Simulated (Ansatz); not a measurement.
Starting cell, Sn (beta-Sn type, space group I4_1/amd):

```xyz
2
Lattice="-2.9166 2.9166 1.5790 2.9166 -2.9166 1.5790 2.9166 2.9166 -1.5790" Properties=species:S:1:pos:R:3 pbc="T T T"
Sn     0.0000     2.9166     0.7895
Sn     0.0000     0.0000     0.0000
```

Scan: atom 1 (Sn, nearest neighbour Sn at 3.022 Å; its periodic images, 3.2 Å or more away, move with it) is displaced along Cartesian z, direction (0.000, 0.000, 1.000) in Cartesian axes, by s. The other atoms stay.

Calculation: PBEsol (plane waves to 420 eV, PAW, scalar-relativistic; Ansatz, a quantum-chemistry and plane-wave program). k mesh 13×13×13 (Γ-centred), Fermi-Dirac smearing 0.05 eV. The energy includes the smearing's −TS. With partly filled bands, energies and forces of such displacements shift with the k mesh and the smearing. Sn was relaxed with its symmetry unable to fall. The PAW data are Ansatz's earlier set. The zero of ΔE is the undisplaced structure. The last digit holds for this mesh only.

```json
[
 {"s (Å)": "-0.600", "ΔE (meV/cell)": "withheld"},
 {"s (Å)": "-0.480", "ΔE (meV/cell)": "36.18"},
 {"s (Å)": "-0.360", "ΔE (meV/cell)": "23.29"},
 {"s (Å)": "-0.240", "ΔE (meV/cell)": "11.09"},
 {"s (Å)": "-0.120", "ΔE (meV/cell)": "2.85"},
 {"s (Å)": "0.000", "ΔE (meV/cell)": "0.00"},
 {"s (Å)": "0.120", "ΔE (meV/cell)": "2.85"},
 {"s (Å)": "0.240", "ΔE (meV/cell)": "11.09"},
 {"s (Å)": "0.360", "ΔE (meV/cell)": "23.29"},
 {"s (Å)": "0.480", "ΔE (meV/cell)": "36.18"},
 {"s (Å)": "0.600", "ΔE (meV/cell)": "withheld"}
]
```

### Question
Fit an even polynomial form (powers 2, 4, 6) to the given rows and predict ΔE at s = 0.600.

### Answer
Least squares on the 9 given rows: ΔE = (200.5)·s² + (-124.2)·s⁴ + (-280.1)·s⁶, in meV/cell with s in Å; root-mean-square residual 0.006 meV/cell. At 0.600 the fit gives 43.02 meV/cell; the calculation gives 46.26 meV/cell, so the extrapolation is off by -3.24 (-7.0 %). The quadratic term alone would give 72.18 meV/cell.

(A displaced cell: forces are minus the slopes of the energy, force constants its curvatures, and phonons follow from these.)
